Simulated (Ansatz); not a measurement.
# As: computed property card

As:
```
CELL_PARAMETERS angstrom
     -1.65742     1.65742     1.65742
      1.65742    -1.65742     1.65742
      1.65742     1.65742    -1.65742
ATOMIC_POSITIONS crystal
  As 0.00000 0.00000 0.00000
```

Space group Im-3m (No. 229), bcc (W type); conventional cell a = b = c = 3.3148 Å, α = β = γ = 90.00°.

Method: plane-wave PAW PBEsol (Ansatz code). The cell and atoms are relaxed at this level. Other levels are named where they apply.

### Cell and energy

* **Volume per atom**: 18.21 Å³
* **Density**: 6.83 g/cm³

### Electronic structure

* **Electronic character**: metallic (no gap)
* **Density of states at the Fermi level**: 0.52 states/eV per atom (mean over ±0.08 eV)
* **Gap with spin–orbit coupling**: none (metallic)

### Mechanics

Bulk modulus (Birch–Murnaghan fit): 89.8 GPa
Pressure derivative B′: 3.7
Elastic constants (relaxed ions, GPa): C11 = 131, C12 = 72.3, C44 = 21.1
Mechanical stability: stable (all eigenvalues of C positive)
Hill bulk and shear moduli: 91.9 and 24.1 GPa
Young's modulus: 66.5 GPa
Poisson's ratio: 0.38
Debye temperature from the elastic constants: 240 K

A made-up cell: these elements were put on the sites of a structure type; neither database checked (COD, Materials Project) lists it. It is not the phase usual at ambient conditions (space group No. 166). The PBEsol relaxation kept the symmetry of its start; whether a distortion lowers the energy is not shown. As this level gives no gap, shear constants depend on the k-mesh and smearing (Fermi–Dirac, 0.1 eV here). Scalar-relativistic: spin–orbit coupling is off unless named, which matters more the heavier the elements.

Potentials: the earlier of the program's two PAW sets. The files were generated under PBE; for other functionals the program regenerates the frozen cores, and for LDA and PBEsol the local potential too.
